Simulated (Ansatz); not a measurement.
Q: Name crystals whose computed values (HSE06 in the plane-wave PAW code Ansatz) fall in these windows: B₀ by P(V) fit (GPa) 190 to 240; gap (eV) 3.8 to 4.9.

A: 

```
crystal                                              B₀ by P(V) fit (GPa)  gap (eV)
---------------------------------------------------  --------------------  --------
AlSiCN, P3m1 (Al on 1b, Si on 1c, C on 1b, N on 1c)                   220      4.42
AlN, zinc blende                                                      212      4.56
NiO, rock salt                                                        211      4.51
```
Others may fit too.

Spin orders computed, not proven ground states: NiO, rock salt antiferromagnetic. Standing as an ambient phase not checked: AlSiCN, P3m1 (Al on 1b, Si on 1c, C on 1b, N on 1c). All cells were relaxed under the symmetry of their starts (and spin orders); stability against distortions was not tested throughout. Cells of antiferromagnets are given as chemical subcells.

Potentials: the later of the program's two PAW sets.
